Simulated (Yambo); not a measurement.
G0W0@LDA for Na₂CO₃ (space group C2/m, No. 12) in Yambo (2×2×2 mesh, 7 Ry block, plasmon pole, screening fixed), without a terminator:

| bands N in G | gap (0, 0, -0.5) → Γ (eV) | shift of the valence edge (eV) |
|---|---|---|
| 90 | 6.932 | -1.063 |
| 140 | 7.015 | -1.311 |
| 208 | 7.111 | -1.489 |

Question: Extrapolate both columns to infinite N with E(N) = E∞ + A/N, test the form, and compare with the terminator.

Answer: From two points, E∞ = (N2 E2 − N1 E1)/(N2 − N1). The two largest N give 7.31 eV for the gap and -1.86 eV for the shift; the two smallest give 7.16 eV and -1.76 eV. For the gap the slopes A are -21 and -41 eV: the form isn't reached, and its limit is uncertain. For the shift the slopes A are 62 and 76 eV: the form isn't reached, and its limit is uncertain. With the Bruneval-Gonze terminator and 208 bands the run gives 7.24 eV and -1.71 eV, 0.07 eV and 0.14 eV from the extrapolated values: the terminator too is an estimate of the remainder. Block, mesh and the bands in W are held fixed.

Geometry of the Materials Project entry, not relaxed at this level; primitive cell a = 5.121 Å, b = 5.121 Å, c = 5.922 Å, α = 101.29°, β = 101.29°, γ = 61.87°.

A shift is the quasiparticle energy of the state minus its LDA energy.
